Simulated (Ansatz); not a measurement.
**Relaxation path: fcc Ca (110), 3 layers**

DFT, PBE, PAW with Ansatz's default frozen-core files, scalar-relativistic (Ansatz 0.2.0); a Γ-centred 11×8×1 k mesh, Fermi–Dirac smearing of 0.05 eV, no spin polarisation. The run relaxes the atoms in the fixed cell.

Command: `ansatz run input.yaml --threads 1 --pin off --max-ram 3584MiB --backend cpu --events-out ev --progress --plain --runs-dir out` It took 57 s on 1 thread of Intel(R) Xeon(R) 6975P-C (Granite Rapids), with other jobs on the host, peak memory 0.67 GiB.

```yaml
crystal:
  lattice:
    - [3.9070577562, 0.0, 0.0]
    - [0.0, 5.5254140678, 0.0]
    - [0.0, 0.0, 23.9071]
  atoms:
    - { symbol: Ca, position: [0.0, 0.0, 0.4182866647] }
    - { symbol: Ca, position: [0.5, 0.5, 0.5] }
    - { symbol: Ca, position: [0.0, 0.0, 0.5817133353] }
kpoints:
  mp_grid: { grid: [11, 8, 1] }
scf:
  occupations: { method: fermi_dirac, width: 0.05 }
hamiltonian:
  xc: pbe
  pseudopotentials: { kind: paw }
output:
  forces: true
  stress: true
  eigenvalues: true
relax:
  f_tol: 0.01
  max_steps: 40
efield:
  axis: 3
  amplitude: 0
  dipole_correction: true
```

Each step lists its free energy a cell above the last geometry, and Cartesian positions (Å) with forces (eV/Å).

The first step:

```
step 1  dF = 16.07 meV
  Ca 0.0000 0.0000 10.0000   0.0000 0.0000 0.1465
  Ca 1.9535 2.7627 11.9535   0.0000 0.0000 0.0000
  Ca 0.0000 0.0000 13.9071   0.0000 0.0000 -0.1465
```

The cell is 1×1, so reconstructions are forbidden, and in slabs of four or five layers the relaxations can be far larger than at a real surface.

Problem. Where does the relaxation end, and by which steps?

Solution. After 4 geometries, with a shortest distance of 3.706 Å. The further steps:
```
step 2  dF = 6.12 meV
  Ca 0.0000 0.0000 10.0409   0.0000 0.0000 0.0956
  Ca 1.9535 2.7627 11.9535   0.0000 0.0000 0.0000
  Ca 0.0000 0.0000 13.8662   0.0000 0.0000 -0.0956
step 3  dF = 0.40 meV
  Ca 0.0000 0.0000 10.1169   0.0000 0.0000 -0.0274
  Ca 1.9535 2.7627 11.9535   0.0000 0.0000 0.0000
  Ca 0.0000 0.0000 13.7902   0.0000 0.0000 0.0274
step 4  dF = 0.00 meV
  Ca 0.0000 0.0000 10.1003   0.0000 0.0000 0.0031
  Ca 1.9535 2.7627 11.9535   0.0000 0.0000 0.0000
  Ca 0.0000 0.0000 13.8068   0.0000 0.0000 -0.0031
```
